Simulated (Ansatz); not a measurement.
BePd (CsCl type, space group No. 221) at seven volumes, plane-wave PAW PBEsol (Ansatz code), scaled uniformly. One row is withheld.

```csv
V (Å³/atom),P (GPa)
9.961,22.37
10.289,13.64
10.618,6.26
10.946,0.02
11.274,-5.25
11.603,-9.70
11.931,?
```

Question: Fit the shown pressures and predict the withheld one.

Answer: P = (3/2)B₀(x^(7/2) − x^(5/2))[1 + (3/4)(B′ − 4)(x − 1)] with x = (V₀/V)^(2/3). Least squares on the six rows gives V₀ = 10.947 Å³/atom, B₀ = 191 GPa, B′ = 4.58. At V = 11.931, x = 0.9442 and P = -13.51 GPa. The run itself gave -13.46 GPa.

Space group Pm-3m (CsCl type). The workflow started from an entry of the Crystallography Open Database (COD). Whether it is the stable phase at ambient conditions was not checked. The PBEsol relaxation kept the symmetry of its start; of distortions, only those at the zone centre were tested. No spin polarisation was allowed.

Potentials: the later of the program's two PAW sets.
